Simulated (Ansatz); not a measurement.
An Ansatz input:

```yaml
crystal:
  lattice:
    - [-1.5356926492, 1.5356926492, 1.5356926492]
    - [1.5356926492, -1.5356926492, 1.5356926492]
    - [1.5356926492, 1.5356926492, -1.5356926492]
  atoms:
    - { symbol: Os, position: [0.0, 0.0, 0.0] }
hamiltonian:
  xc: r2scan
  pseudopotentials:
    kind: paw_fr
    azcp:
      Os: "pseudopotentials/Os.paw.azcp"
basis:
  ecutwfc: 500
  fft_grid_basis: typed
kpoints:
  mp_grid: { grid: [14, 14, 14], shift: [0, 0, 0] }
magnetization:
  noncollinear: true
  spin_orbit: true
scf:
  occupations: { method: fermi_dirac, width: 0.1 }
```

Terminal output

```
Engine: ansatz 0.2.0, x86_64-unknown-linux-gnu
Pseudopotentials: kind: paw_fr
Pseudopotential: Os, paw_fr, valence charge 16, recommended cutoff 500 eV (meta_gga) 
Functional definition: r2SCAN
  parameter k0 = 0.174
  parameter k1 = 0.065
  parameter a1 = 4.9479
  exchange = r2scan_x(k0 = k0, k1 = k1, a1 = a1)
  correlation = r2scan_c
non-collinear run that drives no moment, with spin-orbit: no starting moment large enough to seed its density (crystal.atoms[].spin), no starting occupations that ask for one, no magnetisation constraint and no magnetic field, so the semilocal B_xc is pinned to zero
Crystal: 1 atoms, lattice volume = 14.487 Å³
Basis set: ecut = 500 eV, 369 PW (Γ), exchange–correlation on 80×80×80 points (64 copies of the dense FFT grid, shifted against one another)
Bands: 24, of which v1, the nominal top of the filled ones, is band 16 counted from 1 (15 counted from 0)
Symmetry: 48 space group operations + 48 with time reversal
Magnetic group: BNS 229.141 (UNI 1643), of the structure as read, at distance tolerance 2.4e-5 Å
k-points: 104 of 2744
Projection manifold: j_resolved (fully-relativistic pseudo-atomic orbitals)
Non-local potential: Os, projectors of the file, l = 0: 3, l = 1: 4, l = 2: 4, l = 3: 2
PAW form: soft (Blöchl's): semilocal exchange-correlation on the pseudo side does not see the compensation charge
PAW frozen core: Os, regenerated for the run's functional (the file was generated under x = pbe(κ = 0.804, μ = 0.2195149727645171), c = pbe(β = 0.06672455060314922))
PAW one-centre angular grid: Os, 590 points (default); XC on 160 Gauss nodes
Initial density: superposition of atomic densities (chi_scale 0.1, normalization cell)
Initial wavefunctions: pseudopotential atomic-orbital guess
Functional: x = r2scan, c = r2scan; τ floored in thin density (d = 2e-4 eV/Å³)
iter 1 solved again at ethr=1.41e-3 eV; its pass at ethr=3.10e-3 eV (dr2=2.25e-1 eV) is discarded
SCF iter   1: F=—  HF=-11372.088110 eV  |F-HF|=—  |Δ(HF+E_count)|=         —  Δρ=4.58e-2  dr2=2.28e-1  dr2_τ=5.27e-3  dr2_m=0.00e0 (ungated)  ethr=1.41e-3  |M|=0.00e0 ∫|m|=0.00e0 μB  |m|>n=0.0e0 m-floor=0.0e0 τ_xc=0.0e0  β_m=0.30  ⟨swp⟩=1.3  Hψ=7872  notcnv=0
SCF iter   2: F=—  HF=-11372.077042 eV  |F-HF|=—  |Δ(HF+E_count)|=   1.11e-2  Δρ=2.66e-2  dr2=5.46e-2  dr2_τ=2.15e-3  dr2_m=0.00e0 (ungated)  ethr=1.41e-3  |M|=0.00e0 ∫|m|=0.00e0 μB  |m|>n=0.0e0 m-floor=0.0e0 τ_xc=0.0e0  β_m=0.44  ⟨swp⟩=2.9  Hψ=2121  notcnv=0
SCF iter   3: F=—  HF=-11372.089119 eV  |F-HF|=—  |Δ(HF+E_count)|=   1.21e-2  Δρ=9.56e-3  dr2=3.97e-3  dr2_τ=1.25e-4  dr2_m=0.00e0 (ungated)  ethr=3.42e-4  |M|=0.00e0 ∫|m|=0.00e0 μB  |m|>n=0.0e0 m-floor=0.0e0 τ_xc=0.0e0  β_m=0.65  ⟨swp⟩=2.6  Hψ=2265  notcnv=0  defer=2
SCF iter   4: F=—  HF=-11372.092321 eV  |F-HF|=—  |Δ(HF+E_count)|=   3.20e-3  Δρ=1.09e-3  dr2=1.58e-4  dr2_τ=5.12e-6  dr2_m=0.00e0 (ungated)  ethr=2.48e-5  |M|=0.00e0 ∫|m|=0.00e0 μB  |m|>n=0.0e0 m-floor=0.0e0 τ_xc=0.0e0  β_m=0.63  ⟨swp⟩=2.5  Hψ=1951  notcnv=0  defer=2
SCF iter   5: F=—  HF=-11372.092269 eV  |F-HF|=—  |Δ(HF+E_count)|=   5.14e-5  Δρ=1.92e-4  dr2=1.40e-6  dr2_τ=1.10e-7  dr2_m=0.00e0 (ungated)  ethr=9.89e-7  |M|=0.00e0 ∫|m|=0.00e0 μB  |m|>n=0.0e0 m-floor=0.0e0 τ_xc=0.0e0  β_m=0.81  ⟨swp⟩=2.8  Hψ=2249  notcnv=0  defer=2
SCF iter   6: F=—  HF=-11372.092262 eV  |F-HF|=—  |Δ(HF+E_count)|=   6.97e-6  Δρ=1.88e-5  dr2=2.38e-8  dr2_τ=7.09e-9  dr2_m=0.00e0 (ungated)  ethr=6.25e-10  |M|=0.00e0 ∫|m|=0.00e0 μB  |m|>n=0.0e0 m-floor=0.0e0 τ_xc=0.0e0  β_m=0.84  ⟨swp⟩=3.0  Hψ=2978  notcnv=0
SCF iter   7: F=-11372.092262 eV  HF=-11372.092262 eV  |F-HF|=4.37e-11  |Δ(HF+E_count)|=  4.73e-10  Δρ=1.97e-6  dr2=2.36e-10  dr2_τ=3.31e-11  dr2_m=0.00e0 (ungated)  ethr=1.49e-10  |M|=0.00e0 ∫|m|=0.00e0 μB  |m|>n=0.0e0 m-floor=0.0e0 τ_xc=0.0e0  ⟨swp⟩=1.0  Hψ=3727  notcnv=0
SCF 1 converged in 7 iterations: F = -11372.092262 eV  dr2 = 2.36e-10
SCF converged after 7 iterations
Magnetization: |M| = 0.0000 μB,  M = (+0.0000, +0.0000, +0.0000) μB
Absolute magnetization: 0.0000 μB (∫|m|)
  site 0: m = (+0.0000, +0.0000, +0.0000) μB, |m| = 0.0000 μB  (R = 1.10 Å)
Free energy (F): -11372.092262 eV
Harris-Foulkes:  -11372.092262 eV  (|F-HF|=4.37e-11)
Internal energy: -11372.054600 eV  (E = F + TS)
E sigma→0 (E₀):  -11372.073431 eV
Entropy (-TS):   -0.037662 eV (-37.662 meV/atom)
Fermi energy:    25.112295 eV
--- Per-component energies (eV) ---
  E_band       = -98.367217
  E_kinetic    = 563.760290
  E_local      = -818.106118  (includes V_loc(G=0)·N_el)
  E_nonlocal   = -9.769734
  E_hartree    = 337.255617
  E_xc         = -252.694490
  E_vxc        = -313.970243  (∫ρ·V_xc dr)
  E_paw        = -9008.174400  (= ΣΔE_a)
  E_vpaw       = -213.181802  (= ΣTr[D̂ρ^β])
  E_aug_tail   = -0.000134  (compensation charges beyond the density's cutoff)
  E_vtau       = 18.388819  (kinetic-family band-sum trace: ∫τ·v_τ [+ j·A + Jᵃ·Aᵃ] dr)
  E_ewald      = -2183.923311
  E_core_change = -0.402320  (= ΣΔE_core)
  E_smearing   = -0.037662  (= −TS)
  E_closure    = 0.000000  (closes the sum)
  Σ components = -11372.092262   (vs F -11372.092262, Δ=0.00e0)
```

Command:

```sh
ansatz run input.yaml --threads 1 --pin off --max-ram 3584MiB --backend cpu --events-out ev --progress --plain --runs-dir out
```

On 1 thread of Intel(R) Xeon(R) Platinum 8259CL CPU @ 2.50GHz (Skylake/Cascade Lake) (shared host) this took about 11 s of wall time and 11 s of CPU time.
